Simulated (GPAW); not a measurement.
Hf2Pd2Se2Br2O3 and the effect of the functional

```cif
data_structure
_symmetry_space_group_name_H-M 'Cm'
_symmetry_Int_Tables_number 8
_cell_length_a 15.3545
_cell_length_b 3.4194
_cell_length_c 13.2076
_cell_angle_alpha 90.000
_cell_angle_beta 107.626
_cell_angle_gamma 90.000
_cell_volume 660.89
loop_
_atom_site_label
_atom_site_type_symbol
_atom_site_symmetry_multiplicity
_atom_site_Wyckoff_symbol
_atom_site_fract_x
_atom_site_fract_y
_atom_site_fract_z
_atom_site_occupancy
Hf1 Hf 2 a 0.05486 0.00000 0.93856 1
Hf2 Hf 2 a 0.39372 0.00000 0.71691 1
Pd1 Pd 2 a 0.32080 0.50000 0.49036 1
Pd2 Pd 2 a 0.17714 0.50000 0.25693 1
Se1 Se 2 a 0.07768 0.00000 0.15434 1
Se2 Se 2 a 0.21009 0.00000 0.41200 1
Br1 Br 2 a 0.41355 0.00000 0.95480 1
Br2 Br 2 a 0.25396 0.50000 0.71349 1
O1 O 2 a 0.40299 0.00000 0.57873 1
O2 O 2 a 0.11446 0.50000 0.92698 1
O3 O 2 a 0.46906 0.50000 0.77831 1
```

The cell comes from a database or a generator and needn't be the stable form of this composition.

Kept alike: task band structure; k mesh 6 × 6 × 2; occupations fermi-dirac, width 0.05 eV; no spin polarisation. Program: GPAW, potentials by row: the program's PAW data sets (release 1.2.1) made for this functional (LDA); GPAW PAW data sets (gpaw-data 1.2.1) (PBE, r2SCAN on files made for PBE); PAW data sets generated for this functional (PBEsol), cutoff 800 eV. The mesh is that of the run's cell of 11 atoms. No spin-orbit coupling.

| functional | band gap (eV) | pressure (GPa) |
| --- | --- | --- |
| LDA | 0.595 | -4.27 |
| PBE | 0.640 | 0.37 |
| PBEsol | 0.615 | -2.10 |
| r2SCAN | 0.796 | -1.17 |

Pressure is positive in compression; the values hold the error of the finite cutoff, so their zero can differ a little from the energy's minimum. Spin-orbit coupling, left out here, moves the band edges of heavy atoms and can close or invert small gaps. Gaps are the smaller of the mesh's and the band path's.

What does the functional change here?

The band gap runs from 0.595 (LDA) to 0.796 eV (r2SCAN). From PBE: LDA -0.045; PBEsol -0.025; r2SCAN +0.156. The pressure runs from -4.27 (LDA) to 0.37 GPa (PBE). From PBE: LDA -4.64; PBEsol -2.47; r2SCAN -1.54.
